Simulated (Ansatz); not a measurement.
The calculation used DFT PBE, scalar-relativistic, plane waves, PAW in Ansatz. All cells share a 420 eV cutoff and Γ-centred k meshes spaced at most about 0.3 Å⁻¹ (about 0.25 or finer for metals, 2π included). No spin polarisation in the final relaxations.

Temperature and zero-point effects are left out. All come from trial cells, and lower structures may exist. These are two-dimensional sheets: the third axis spans vacuum and isn't periodic.

Question: Order these relaxed structures of Ag by energy, lowest first, with the energy over the lowest of them.
A.

```cif
data_structure
_symmetry_space_group_name_H-M 'P 1'
_symmetry_Int_Tables_number 1
_cell_length_a 2.7972
_cell_length_b 4.8156
_cell_length_c 23.8000
_cell_angle_alpha 90.000
_cell_angle_beta 90.000
_cell_angle_gamma 90.000
_cell_volume 320.60
loop_
_atom_site_label
_atom_site_type_symbol
_atom_site_fract_x
_atom_site_fract_y
_atom_site_fract_z
_atom_site_occupancy
Ag1 Ag 0.25000 0.75000 0.29412 1
Ag2 Ag 0.75000 0.25000 0.29412 1
```

B.

```cif
data_structure
_symmetry_space_group_name_H-M 'P 1'
_symmetry_Int_Tables_number 1
_cell_length_a 5.4529
_cell_length_b 5.4529
_cell_length_c 23.8000
_cell_angle_alpha 90.000
_cell_angle_beta 90.000
_cell_angle_gamma 120.000
_cell_volume 612.86
loop_
_atom_site_label
_atom_site_type_symbol
_atom_site_fract_x
_atom_site_fract_y
_atom_site_fract_z
_atom_site_occupancy
Ag1 Ag 0.50000 0.00000 0.29412 1
Ag2 Ag 0.00000 0.50000 0.29412 1
Ag3 Ag 0.50000 0.50000 0.29412 1
```

Answer: A (0 meV/atom), B (311 meV/atom). Forms: A p6/mmm; B p6/mmm. Counting all near atoms (those within 1.25 times the shortest distance at each site): A has Ag 6; B has Ag 4.

Cells relaxed within their symmetry can be saddle points. Some structure types and database cells were kept out of the candidates from the start, so a known form may be missing.
